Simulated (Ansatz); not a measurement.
GaSb:
```
GaSb
1.0
   -2.72844     2.72844     1.57602
    2.72844    -2.72844     1.57602
    2.72844     2.72844    -1.57602
Ga Sb
1 1
Direct
  0.75000   0.25000   0.50000
  0.00000   0.00000   0.00000
```

Relaxed with r²SCAN. Special points in fractions of this cell's reciprocal vectors: Γ (0.000, 0.000, 0.000); X (0.000, 0.000, 0.500); M (-0.500, 0.500, 0.500); Z (0.333, 0.333, -0.333); Z0 (-0.333, 0.667, 0.333); P (0.250, 0.250, 0.250); N (0.000, 0.500, 0.000).

List the band energies nearest the Fermi level at these points for the program Ansatz at the r²SCAN level (PAW).

In eV from the Fermi level; about four levels below and three above (degenerate sets whole), none deeper than 8.9 eV; points with the same levels are listed once.

```csv
k,below,above
Γ,-2.82 -2.12 -2.12,3.78 5.44 7.62 7.62
X,-8.58 -0.10,1.80 2.45 2.71
M,-6.24 -5.37 -5.37,3.71 5.30 11.29 11.29
Z,-5.15 -3.66 -3.66 -3.24,4.31 6.55 6.55
P,-8.35 -5.61 -4.74 -3.40,3.90 4.15 4.56
N,-6.02 -2.58 -1.71 -1.22,2.65 3.54 5.56
```

Space group I-4m2. The first step of the workflow began from a Materials Project structure, measured or hypothetical; the Crystallography Open Database copy checked does not list it. It is not the phase usual at ambient conditions (space group No. 216). The r²SCAN relaxation kept the symmetry of its start; its stability against distortions is not shown here. Scalar-relativistic: spin–orbit coupling is off unless named, which matters more the heavier the elements.

Potentials: the later of the program's two PAW sets.
